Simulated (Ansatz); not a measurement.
The start is a generated cell, Te2Mo built in the rutile structure type. A full variable-cell relaxation at zero pressure is run with r2SCAN (plane waves to 500 eV, PAW, scalar-relativistic; Ansatz, a first-principles code). The first steps use a coarse 4×4×5 k-mesh.

Initial structure:
```yaml
crystal:
  lattice:
    - [6.95346, 0.00000, 0.00000]
    - [0.00000, 6.95346, 0.00000]
    - [0.00000, 0.00000, 4.47806]
  atoms:
    - { symbol: Mo, position: [0.00000, 0.00000, 0.00000] }
    - { symbol: Mo, position: [0.50000, 0.50000, 0.50000] }
    - { symbol: Te, position: [0.30496, 0.30496, 0.00000] }
    - { symbol: Te, position: [0.80496, 0.19504, 0.50000] }
    - { symbol: Te, position: [0.19504, 0.80496, 0.50000] }
    - { symbol: Te, position: [0.69504, 0.69504, 0.00000] }
```

Initial pressure: -12 GPa (negative: the cell is under tension)
Largest initial force: about 0.5 eV/Å, on Te3, Te4, Te5, Te6 (atoms numbered as listed)
Energy released: 0.50 eV/atom
Volume change: -26.0 %, from 36.09 to 26.71 Å³/atom
Optimiser moves: 11

It ends as:

Space group P4₂/mnm (No. 136); a = b = 6.6274 Å, c = 3.6491 Å, α = β = γ = 90.00°

```
atom  site  symmetry       x       y       z
----  ----  --------  ------  ------  ------
Mo      2a      m.mm  0.0000  0.0000  0.0000
Te      4g      m.2m  0.2132  0.2132  0.5000
```

Final values are on a 7×7×13 k-mesh of the relaxed cell. No spin polarisation in the result.

The run could not lose the symmetry of its start: the end is stationary, and may be a saddle point rather than a minimum.

The relaxed structure here is a generated cell of Te2Mo: the first start was made by placing the elements on the sites of a structure type, and the end was not matched to a known phase here, so it may be hypothetical. Known forms of Te2Mo include space group No. 194.
